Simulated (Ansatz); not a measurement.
Relaxed Mg (hcp, Mg type):

```
Mg
1.0
    3.18616     0.00000     0.00000
   -1.59308     2.75930     0.00000
    0.00000     0.00000    10.44698
Mg
4
Direct
  0.33333   0.66667   0.37500
  0.33333   0.66667   0.87500
  0.66667   0.33333   0.12500
  0.66667   0.33333   0.62500
```

A phonon eigenvector at A = (0.0, 0.0, 0.5) is frozen into this cell: atom i moves by Q times the vector below, so Q is the largest atomic displacement, in Å. The cell is held. It is one choice among 2 degenerate patterns. (q is in reciprocal vectors of the primitive cell; the cell shown is doubled to hold the pattern.)

```tsv
atom	x	y	z
Mg1	0.000	0.000	1.000
Mg2	0.000	0.000	-1.000
```

Atoms not listed stay in place.

All values below come from PBE (plane waves to 420 eV, PAW, scalar-relativistic; Ansatz, a program for electronic structure). k mesh 17×17×5 (Γ-centred), Fermi-Dirac smearing 0.05 eV. Energies are smeared free energies. With partly filled bands, energies and forces of such displacements shift with the k mesh and the smearing. Mg was relaxed with its symmetry unable to fall. The PAW data are Ansatz's earlier set. ΔE is measured from the undisplaced structure.

```
Q (Å)   −dE/dQ from forces (eV/Å)  ΔE (meV/cell)
------  -------------------------  -------------
-0.180                      1.039            ___
-0.150                      0.862             64
-0.120                      0.687             41
-0.090                      0.513             23
-0.060                      0.341             10
-0.030                      0.170              3
0.000                       0.000              0
0.030                      -0.170              3
0.060                      -0.341             10
0.090                      -0.513             23
0.120                      -0.687             41
0.150                      -0.862             64
0.180                      -1.039            ___
```

Q: What belongs in the gaps?

A: 
- -0.180, ΔE (meV/cell): 93
- 0.180, ΔE (meV/cell): 93

(For displaced atoms, the force is minus the slope of the energy, and its curvature is a force constant, which sets phonon frequencies.)
